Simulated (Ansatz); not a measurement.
Generalised stacking fault of AlN (zinc blende) on the {111} plane, shuffle cut. The cell below holds the perfect crystal with the plane normal along z; tilting its third vector by the shift puts one fault into each cell, between planes 1.89 Å apart, at fixed cell height.

```
AlN
1.0
    3.08993     0.00000     0.00000
    1.54496     2.67596     0.00000
    0.00000     0.00000     7.56875
N Al
3 3
Cartesian
  3.08993   1.78397   6.62266
  1.54496   0.89199   1.57682
  0.00000   0.00000   4.09974
  0.00000   0.00000   5.99193
  3.08993   1.78397   0.94609
  1.54496   0.89199   3.46901
```

In-plane vectors a = (3.090, 0.000) Å, b = (1.545, 2.676) Å, area 8.27 Å². The shift is s times the vector a + b (length 5.352 Å), so s = 1 restores the start. Atoms relax along the normal only. γ = [E(shift) − E(0)] / area.

Computed with r2SCAN (plane waves to 500 eV, PAW, scalar-relativistic; Ansatz, an electronic-structure program). k mesh 10×10×4 (Γ-centred), Fermi-Dirac smearing 0.05 eV. Energies are extrapolated to zero smearing. Faults lie only 7.6 Å apart, and holding the cell height raises γ above its relaxed value. AlN was relaxed with its symmetry unable to fall. The zero of γ is zero shift.

```csv
s,γ (mJ/m²)
0.000,0
0.083,500
0.167,1979
0.250,3623
0.333,4268
0.417,3742
0.500,2730
0.583,2109
0.667,withheld
0.750,1855
0.833,1185
0.917,380
```

**Question.** Fit a Fourier form (three harmonics of 1 − cos and sin) to the given rows and predict γ at s = 0.667.

**Answer.** Least squares on the 11 given rows: γ = (1429.1)·[1 − cos(2πs)] + (877.5)·sin(2πs) + (681.0)·[1 − cos(4πs)] + (-425.9)·sin(4πs) + (-73.5)·[1 − cos(6πs)], in mJ/m²; root-mean-square residual 17.5 mJ/m². At 0.667 the fit gives 2036 mJ/m²; the calculation gives 2040 mJ/m², so the interpolation is off by -4 (-0.2 %). 

(The slope of γ gives the shear force per area between the displaced halves; near zero shift its curvature is an elastic stiffness.)
